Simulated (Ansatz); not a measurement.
Two states of Zr3Cd2

```xyz
5
Lattice="7.9548 0.0000 0.0000 0.0000 6.5986 0.0000 0.0000 0.0000 5.3639" Properties=species:S:1:pos:R:3 pbc="T T T"
Zr    3.9774    0.0000    0.0000
Cd    3.9774    3.2993    2.6819
Zr    0.0000    0.0000    2.6819
Cd    3.9774    0.0000    2.6819
Zr    0.0000    0.0000    0.0000
```

Level: PBE; 420 eV; 3×4×5 Γ-centred mesh; cold occupations (width 0.0324 eV); Ansatz 0.2.0, fixed geometry.

State A: Zr1 up (collinear spin). State B: no moments (no spin polarisation).

Problem. Which state is lower, and how do they differ?

Solution. State A is lower by 27.2 meV an atom at zero smearing.

| state | free energy (meV/atom) | largest moment in a small sphere (μB) | net moment (μB/cell) | gap on mesh (eV) | pressure (GPa) | largest force (eV/Å) |
| --- | --- | --- | --- | --- | --- | --- |
| A | 0.0 | 0.88 | 3.15 | metal | -2.9 | 0.00 |
| B | 27.2 | 0.00 | 0.00 | metal | -3.4 | 0.00 |

Origin: a database entry at a rescaled volume.
